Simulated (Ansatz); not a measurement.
**GaNi3: computed property card**

GaNi₃:
```
CELL_PARAMETERS angstrom
      3.54026     0.00000     0.00000
      0.00000     3.54026     0.00000
      0.00000     0.00000     3.54026
ATOMIC_POSITIONS crystal
  Ga 0.00000 0.00000 0.00000
  Ni 0.50000 0.00000 0.50000
  Ni 0.00000 0.50000 0.50000
  Ni 0.50000 0.50000 0.00000
```
The run is spin-polarised; directions of the spins, atom by atom: 0 ↑ ↑ ↑.

Space group Pm-3m (No. 221), Cu3Au type; conventional cell a = 3.5403 Å, b = 3.5403 Å, c = 3.5403 Å, α = 90.00°, β = 90.00°, γ = 90.00°.

Method: plane-wave PAW r²SCAN (Ansatz code). The cell and atoms are relaxed at this level. Other levels are named where they apply.

**Cell and energy**

```yaml
volume_per_atom: 11.09 Å³
density: 9.20 g/cm³
Formation energy from the elements (no fitted shifts): -0.28 eV/atom
```

**Electronic structure**

```yaml
electronic_character: metallic (no gap)
Density of states at the Fermi level: 0.50 states/eV per atom (mean over ±0.08 eV)
```

**Magnetism**

```yaml
magnetic_order: ferromagnetic
net_moment: 0.24 μB per atom
```

The workflow started from a Materials Project entry (that database holds measured and hypothetical structures alike); the Crystallography Open Database copy checked does not list it. Its standing as an ambient phase is unchecked. The cell was relaxed with r²SCAN under the symmetry of its start; whether a distortion lowers the energy is not shown. Spin order of the final state: ferromagnetic, the only order run, not a proven ground state. Other orbital occupations within this spin state were not tried. For itinerant 3d metals, meta-GGAs of the SCAN family and hybrids are commonly reported to give too large moments. Point labels and valley counts follow the cell and symmetry of the run, lower than the named group. The references are the lowest solids computed at this level, not always the standard phases. Scalar-relativistic: spin–orbit coupling is off unless named, which matters more the heavier the elements.

Potentials: the earlier of the program's two PAW sets.
